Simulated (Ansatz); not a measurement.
La₂O₃:
Space group P-3m1 (No. 164); a = 3.906 Å, b = 3.906 Å, c = 6.041 Å, α = 90.00°, β = 90.00°, γ = 120.00°

```csv
atom,site,symmetry,x,y,z
La,2d,3m.,0.3333,0.6667,0.2454
O,2d,3m.,0.6667,0.3333,0.3540
O,1a,-3m.,0.0000,0.0000,0.0000
```

Relaxed with plane-wave PAW PBEsol (Ansatz code). Indices refer to the conventional cell of P-3m1, a = 3.9062 Å, b = 3.9062 Å, c = 6.0409 Å, α = 90.00°, β = 90.00°, γ = 120.00°.

Problem. Simulate the powder diffraction pattern (Cu Kα, λ = 1.54184 Å; lines above 1 %) up to 2θ = 90°.

Solution. Simulated powder pattern, Cu Kα, λ = 1.54184 Å (kinematic, ideal powder, no thermal factors, no anomalous dispersion; the 30 strongest lines at most, above 1 %, up to 2θ = 90°):

```json
[
 {"2θ (°)": "26.35", "d (Å)": "3.383", "I/Imax (%)": "29", "hkl": "(1 0 -1 0)"},
 {"2θ (°)": "29.57", "d (Å)": "3.020", "I/Imax (%)": "27", "hkl": "(0002)"},
 {"2θ (°)": "30.28", "d (Å)": "2.952", "I/Imax (%)": "100", "hkl": "(0 1 -1 1)+(1 0 -1 1)"},
 {"2θ (°)": "40.02", "d (Å)": "2.253", "I/Imax (%)": "27", "hkl": "(0 1 -1 2)+(1 0 -1 2)"},
 {"2θ (°)": "46.50", "d (Å)": "1.953", "I/Imax (%)": "34", "hkl": "(1 1 -2 0)"},
 {"2θ (°)": "52.92", "d (Å)": "1.730", "I/Imax (%)": "27", "hkl": "(1 0 -1 3)+(0 1 -1 3)"},
 {"2θ (°)": "54.23", "d (Å)": "1.691", "I/Imax (%)": "3.9", "hkl": "(2 0 -2 0)"},
 {"2θ (°)": "56.07", "d (Å)": "1.640", "I/Imax (%)": "27", "hkl": "(1 1 -2 2)"},
 {"2θ (°)": "56.50", "d (Å)": "1.629", "I/Imax (%)": "18", "hkl": "(2 0 -2 1)+(0 2 -2 1)"},
 {"2θ (°)": "61.39", "d (Å)": "1.510", "I/Imax (%)": "3.3", "hkl": "(0004)"},
 {"2θ (°)": "62.98", "d (Å)": "1.476", "I/Imax (%)": "6.6", "hkl": "(2 0 -2 2)+(0 2 -2 2)"},
 {"2θ (°)": "67.98", "d (Å)": "1.379", "I/Imax (%)": "3.0", "hkl": "(0 1 -1 4)+(1 0 -1 4)"},
 {"2θ (°)": "73.06", "d (Å)": "1.295", "I/Imax (%)": "10", "hkl": "(0 2 -2 3)+(2 0 -2 3)"},
 {"2θ (°)": "74.16", "d (Å)": "1.279", "I/Imax (%)": "3.1", "hkl": "(2 1 -3 0)"},
 {"2θ (°)": "76.09", "d (Å)": "1.251", "I/Imax (%)": "15", "hkl": "(1 2 -3 1)+(2 1 -3 1)"},
 {"2θ (°)": "80.37", "d (Å)": "1.195", "I/Imax (%)": "9.4", "hkl": "(1 1 -2 4)"},
 {"2θ (°)": "81.80", "d (Å)": "1.177", "I/Imax (%)": "6.2", "hkl": "(1 2 -3 2)+(2 1 -3 2)"},
 {"2θ (°)": "85.31", "d (Å)": "1.138", "I/Imax (%)": "7.7", "hkl": "(1 0 -1 5)+(0 1 -1 5)"},
 {"2θ (°)": "86.26", "d (Å)": "1.128", "I/Imax (%)": "5.5", "hkl": "(3 0 -3 0)"},
 {"2θ (°)": "86.37", "d (Å)": "1.127", "I/Imax (%)": "1.7", "hkl": "(2 0 -2 4)+(0 2 -2 4)"}
]
```

The cell was relaxed with PBEsol under the symmetry of its start. Spin–orbit coupling is left out wherever it is not named.

Potentials: the earlier of the program's two PAW sets. The files were generated under PBE; for other functionals the program regenerates the frozen cores, and for LDA and PBEsol the local potential too.
